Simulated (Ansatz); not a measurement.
Level of theory: DFT PBE, scalar-relativistic, plane waves, PAW (Ansatz 0.2.0). Settings: cutoff 420 eV, Γ-centred meshes spaced at most about 0.3 Å⁻¹ (2π included), Gaussian smearing. No spin polarisation in the final relaxations.

All energies are static (0 K, no zero-point motion).

Compare these two cells of Mg3Cd2S5, each relaxed at this level.

A.

Space group I4/mmm (No. 139). a = 3.781 Å, b = 3.781 Å, c = 26.788 Å, α = 90.00°, β = 90.00°, γ = 90.00°
```csv
atom,site,symmetry,x,y,z
Mg,4e,4mm,0.5000,0.5000,0.0968
Mg,2a,4/mmm,0.0000,0.0000,0.0000
Cd,4e,4mm,0.0000,0.0000,0.1984
S,4e,4mm,0.5000,0.5000,0.1966
S,4e,4mm,0.5000,0.5000,0.4038
S,2b,4/mmm,0.5000,0.5000,0.0000
```

B.

Space group I-4m2 (No. 119). a = 4.100 Å, b = 4.100 Å, c = 28.814 Å, α = 90.00°, β = 90.00°, γ = 90.00°
```csv
atom,site,symmetry,x,y,z
Mg,4e,2mm.,0.5000,0.5000,0.2018
Mg,2b,-4m2,0.5000,0.5000,0.0000
Cd,4e,2mm.,0.5000,0.5000,0.3991
S,4f,2mm.,0.5000,0.0000,0.3459
S,4f,2mm.,0.0000,0.5000,0.4523
S,2c,-4m2,0.0000,0.5000,0.2500
```

Question: Which would you expect to be lower, and how large is the difference?

Answer: B is lower, by 61 meV/atom. A has Mg and Cd ordered on rock salt sites, space group I4/mmm (No. 139), 19.1 Å³/atom and a gap of 1.04 eV on its mesh; B has Mg and Cd ordered on zinc blende sites, space group I-4m2 (No. 119), 24.2 Å³/atom and a gap of 2.22 eV. Counting S atoms around Cd and Mg (those within 1.25 times the shortest such distance or 1.15 times the sum of covalent radii, 1.27 where that leaves under three), A has Mg 6, Cd 6 and B has Mg 4, Cd 4. The lower one is the more open, so pressure narrows the difference. Both come from invented guesses.

Kohn–Sham gaps at this level usually fall short of measured ones.
